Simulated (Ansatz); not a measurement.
SnSe (Pnma) from a database of computed structures was put through Ansatz (plane waves). The cell was relaxed with r2SCAN and then strained (uniaxial +3.0 % along z, other directions held), with the atoms relaxed again with r2SCAN; k points keep the names of the unstrained zone.

Structure:
```cif
data_structure
_symmetry_space_group_name_H-M 'P 1'
_symmetry_Int_Tables_number 1
_cell_length_a 11.7393
_cell_length_b 4.1295
_cell_length_c 4.8287
_cell_angle_alpha 90.000
_cell_angle_beta 90.000
_cell_angle_gamma 90.000
_cell_volume 234.08
loop_
_atom_site_label
_atom_site_type_symbol
_atom_site_fract_x
_atom_site_fract_y
_atom_site_fract_z
_atom_site_occupancy
Sn1 Sn 0.62135 0.75000 0.36876 1
Sn2 Sn 0.87865 0.25000 0.86876 1
Sn3 Sn 0.37865 0.25000 0.63124 1
Sn4 Sn 0.12135 0.75000 0.13124 1
Se1 Se 0.14899 0.25000 0.50713 1
Se2 Se 0.64899 0.25000 0.99287 1
Se3 Se 0.35101 0.75000 0.00713 1
Se4 Se 0.85101 0.75000 0.49287 1
```

Abridged output:
```
scf.n_extra_bands = 6 over 60 filled bands (N_el = 120.0): the run solves 66 bands
Pseudopotential: Sn, paw, valence charge 14, recommended cutoff 420 eV (normal)
Pseudopotential: Se, paw, valence charge 16, recommended cutoff 420 eV (normal)
Functional definition: HSE06
Crystal: 8 atoms, lattice volume = 234.082 Å³
Basis set: ecut = 420 eV, 4539 PW (Γ)
Symmetry: 8 space group operations
Space group: Pnma (ITA 62)
k-points: 18 of 32
[warm-up without exact exchange]
SCF 1 stopped early in 4 iterations: F = -45976.616181 eV  dr2 = 4.99e-5
[exact exchange on]
Exchange kernel: α = 0.2500, screened, ω = 0.2079 Å⁻¹, Wigner–Seitz truncation, v(0) = 1042.9088 eV·Å³, q-mesh 2×4×4
SCF 2 stopped early in 7 iterations: F = -45998.865808 eV  dr2 = 5.96e-6
hybrid outer 1: dexx = +3.560e-2 eV, tail = 4.29e-4 eV
SCF 3 converged in 6 iterations: F = -45998.865079 eV  dr2 = 8.33e-10
hybrid outer 2: dexx = +7.482e-6 eV, tail = 2.64e-7 eV, Δε = 1.82e-3 eV, ΔF = 1.76e-2 eV/Å
SCF 4 converged in 2 iterations: F = -45998.865078 eV  dr2 = 2.31e-9
hybrid outer 3: dexx = +9.057e-9 eV, tail = 5.48e-9 eV, Δε = 1.17e-4 eV, ΔF = 2.41e-4 eV/Å
hybrid SCF converged: 3 outer / 15 inner (+4 warm-up)
Free energy (F): -45998.865078 eV
Fermi energy:    7.215138 eV
--- Forces (eV/Å), atoms counted from 1 ---
  atom   1  Sn      0.03034      0.00000    -0.00025
  atom   2  Sn    -0.03034      0.00000    -0.00025
  atom   3  Sn    -0.03034      0.00000      0.00025
  atom   4  Sn      0.03034      0.00000      0.00025
  atom   5  Se      0.01476      0.00000      0.01027
  atom   6  Se      0.01476      0.00000    -0.01027
  atom   7  Se    -0.01476      0.00000      0.01027
  atom   8  Se    -0.01476      0.00000    -0.01027
--- Stress (GPa, compression-positive) ---
       -0.663924       0.000000       0.000000
        0.000000      -0.789063       0.000000
        0.000000       0.000000      -1.328746
  P = ⅓ Tr σ = -0.9272 GPa (-9.272 kbar)
--- Band table (eV; the first three rows and the last of 18) ---
  k-point 0: bands = […, 5.2885, 5.3959, 5.7832, 6.5091, 6.5117, 7.1501, 9.0224, 10.5153, 10.5754, 10.6675, …]
  k-point 1: bands = […, 5.3359, 5.7314, 5.9136, 6.2229, 7.0186, 7.2014, 9.2618, 9.3882, 10.1225, 10.4819, …]
  k-point 2: bands = […, 5.7908, 5.7908, 6.4660, 6.4660, 7.2151, 7.2151, 9.2525, 9.2525, 9.7565, 9.7565, …]
  k-point 17: bands = […, 3.6592, 3.6592, 5.9609, 5.9609, 5.9609, 5.9609, 10.5283, 10.5283, 10.5283, 10.5283, …]
```

Levels at the listed points, from bands.tsv (eV from the Fermi energy, bands near the gap, counted from 0):
```tsv
# k_distance	band_55	band_56	band_57	band_58	band_59	band_60	band_61	band_62	band_63
# fermi_ev = 7.215138
# [0, 0, 0] at k_distance = 0.000000
# [0.5, 0, 0] at k_distance = 0.267614
# [0.5, 0.5, 0] at k_distance = 1.028387
# [0, 0.5, 0] at k_distance = 1.296002
# [0, 0, 0.5] at k_distance = 2.297032
# [0.5, 0, 0.5] at k_distance = 2.564647
# [0.5, 0.5, 0.5] at k_distance = 3.325420
# [0, 0.5, 0.5] at k_distance = 3.593034
# [0, 0.3333333333, 0] at k_distance = 4.291314
# [0, 0, 0.309896] at k_distance = 4.939262
# [0, 0.348958, 0] at k_distance = 5.605982
# levels_relative_to = fermi_ev
0.000	-1.819	-1.432	-0.706	-0.703	-0.065	1.807	3.300	3.360	3.452
0.268	-1.816	-1.643	-1.643	-0.329	-0.329	3.095	3.095	3.239	3.239
1.028	-2.203	-1.181	-1.181	-1.181	-1.181	2.160	2.160	2.160	2.160
1.296	-1.892	-1.137	-1.137	-0.869	-0.869	1.838	1.838	1.975	1.975
2.297	-1.424	-0.749	-0.749	0.000	0.000	2.037	2.037	2.541	2.541
2.565	-1.860	-0.529	-0.529	-0.036	-0.036	2.088	2.088	2.566	2.566
3.325	-3.556	-1.254	-1.254	-1.254	-1.254	3.313	3.313	3.313	3.313
3.593	-3.026	-1.938	-1.938	-1.105	-1.105	3.471	3.471	3.646	3.646
4.291	-1.746	-1.495	-0.742	-0.725	-0.299	1.418	2.291	2.401	2.637
4.939	-1.535	-1.330	-0.604	-0.249	0.095	1.825	2.401	2.524	3.041
5.606	-1.732	-1.468	-0.773	-0.757	-0.358	1.408	2.296	2.326	2.528
```
In order the rows are Γ, X, S, Y, Z, U, R, T, Γ–Y (0.67), Γ–Z (0.62), Γ–Y (0.70).

Q: Reconstruct the input.

A:
```yaml
crystal:
  # lattice and atoms as above
kpoints:
  mp_grid: { grid: [2, 4, 4] }
  band_path:
    path:
      - [0.0, 0.0, 0.0]
      - [0.5, 0.0, 0.0]
      - [0.5, 0.5, 0.0]
      - [0.0, 0.5, 0.0]
      - [0.0, 0.0, 0.5]
      - [0.5, 0.0, 0.5]
      - [0.5, 0.5, 0.5]
      - [0.0, 0.5, 0.5]
      - [0.0, 0.3333333333, 0.0]
      - [0.0, 0.0, 0.309896]
      - [0.0, 0.348958, 0.0]
    npoints: 1
hamiltonian:
  xc: hse06
scf:
  occupations: { method: fixed }
  n_extra_bands: 6
output:
  forces: true
  stress: true
  eigenvalues: true
```
The exchange loop shows exact exchange. A single point prints forces and stress when the output block asks for them. Keys that aren't typed take their defaults; thresholds and the kind of smearing can't be read off these lines.

Wall time 2.5 min on 1 × NVIDIA H100 80GB HBM3 with 2 threads of AMD EPYC 7R13 Processor (Zen 3) (shared host), load about 1.0 per core; peak host memory 3.4 GiB.

Calculated for a static, non-magnetic cell.

No spin-orbit coupling is included; it can move band edges with weight on the heavy atoms by tenths of an eV.

The stress of a hybrid is loosely converged in these runs.

The meshes of the hybrids are coarse, so their gaps aren't converged to the digits shown.
